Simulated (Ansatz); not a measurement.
BaCuTeF:
```
CELL_PARAMETERS angstrom
      4.41957     0.00000     0.00000
      0.00000     4.41957     0.00000
      0.00000     0.00000     9.42636
ATOMIC_POSITIONS crystal
  Ba 0.00000 0.50000 0.65671
  Ba 0.50000 0.00000 0.34329
  Cu 0.00000 0.00000 0.00000
  Cu 0.50000 0.50000 0.00000
  Te 0.50000 0.00000 0.84020
  Te 0.00000 0.50000 0.15980
  F  0.50000 0.50000 0.50000
  F  0.00000 0.00000 0.50000
```

Relaxed with r²SCAN. Special points in fractions of this cell's reciprocal vectors: Γ (0.000, 0.000, 0.000); X (0.000, 0.500, 0.000); M (0.500, 0.500, 0.000); Z (0.000, 0.000, 0.500); R (0.000, 0.500, 0.500); A (0.500, 0.500, 0.500).

**Question.** List the band energies nearest the valence-band maximum at these points for DFT-r²SCAN in the program Ansatz with PAW potentials.

**Answer.** In eV from the valence-band maximum; about four levels below and three above (degenerate sets whole), none deeper than 8.9 eV; points with the same levels are listed once.

| k | below | above |
|---|---|---|
| Γ | -1.67 -0.62 0.00 0.00 | 1.23 2.23 2.41 2.41 |
| X | -0.93 -0.93 -0.71 -0.71 | 2.35 2.35 2.86 2.86 |
| M | -1.93 -1.93 -1.53 -1.53 | 2.66 2.66 3.31 3.31 |
| Z | -1.67 -0.71 -0.01 -0.01 | 1.42 1.89 2.39 |
| R | -0.87 -0.87 -0.71 -0.71 | 2.45 2.45 3.00 3.00 |
| A | -1.94 -1.94 -1.53 -1.53 | 3.18 3.18 3.34 3.34 |

Space group P4/nmm. The first step of the workflow began from a Materials Project structure, measured or hypothetical; the Crystallography Open Database copy checked does not list it. Whether it is the stable phase at ambient conditions was not checked. Symmetry was held in the r²SCAN relaxation; whether a distortion lowers the energy is not shown. The run is not spin-polarised. No Hubbard U is applied. Scalar-relativistic: spin–orbit coupling is off unless named, which matters more the heavier the elements.

Potentials: the later of the program's two PAW sets.
